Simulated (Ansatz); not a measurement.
## HgPd: pressure against volume

HgPd, P4/mmm, a = 3.043 Å, c = 3.777 Å. The structure is a COD entry; whether it is the stable form wasn't checked. Ansatz: r2SCAN, PAW, 500 eV, Γ-centred 14×14×12 mesh on 2 atoms, Gaussian smearing 0.10 eV; no spin polarisation. Shape and atoms are relaxed at each volume; pressure is positive in compression.

| V (Å³/atom) | P (GPa) |
| --- | --- |
| 15.384 | 23.94 |
| 15.908 | 16.03 |
| 16.433 | ? |
| 16.957 | 4.31 |
| 17.482 | 0.00 |
| 18.006 | -3.51 |
| 18.531 | -6.34 |
| 19.230 | -9.27 |

**Question.** Take V0 = 17.482 Å³/atom, fit the third-order Birch–Murnaghan form to the other rows, and predict the missing pressure.

**Answer.** With the Eulerian strain f = ½[(V0/V)^(2/3) − 1] and y = P/[3f(1 + 2f)^(5/2)], the form is the line y = B0 + 1.5 B0 (B0′ − 4) f. Rows (f, y): 0.04448, 145.0; 0.03246, 140.7; 0.01027, 133.0; -0.00975, 126.1; -0.01905, 122.2; -0.03078, 117.7. Means f = 0.004605, y = 130.78; Σ(Δf)² = 0.004416, ΣΔfΔy = 1.589; the slope is their ratio. y = 129.1 + 359.8 f GPa, so B0 = 129.1 GPa and B0′ = 4 + 2 × (359.8)/(3 × 129.1) = 5.86. At V = 16.433, f = 0.02106, y = 136.68 and P = 9.57 GPa. The run gave 9.58 GPa, so the fit is 0.01 GPa too low, within the rms miss on the fitted rows (0.02 GPa).

Spin–orbit coupling is left out, which can shift energies with elements as heavy as these.

Cost: 8 runs of about 7.2 core-minutes in all, on Arm Neoverse V2 (shared hosts).